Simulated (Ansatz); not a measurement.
LaSi2 in space group I4_1/amd (No. 141; La on 4b, Si on 8e) under volume change, the program Ansatz at the PBEsol level (PAW), shape and atoms relaxed at each volume.

```tsv
V (Å³/atom)	E − E(relaxed) (meV/atom)	P (GPa)
19.098	53.4	9.90
19.728	22.3	6.03
20.357	?	?
20.987	0.0	0.00
21.616	?	?
22.246	17.7	-4.30
22.876	38.1	-6.03
```

### Question
Some entries are withheld; supply them.

### Answer

- 21.616, E − E(relaxed) (meV/atom): 4.6
- 21.616, P (GPa): -2.31
- 20.357, E − E(relaxed) (meV/atom): 5.3
- 20.357, P (GPa): 2.75

### Question
What does a third-order Birch–Murnaghan fit give for V₀, B₀ and B′?

### Answer
V₀ = 20.99 Å³/atom, B₀ = 84.6 GPa, B′ = 4.5.

The first step of the workflow began from a Materials Project structure, measured or hypothetical; the Crystallography Open Database files this formula in space group No. 141, but the cells were not matched. Its standing as an ambient phase is unchecked. The cell was relaxed with PBEsol under the symmetry of its start; its stability against distortions is not shown here. Spin–orbit coupling is left out wherever it is not named.

Potentials: the later of the program's two PAW sets.
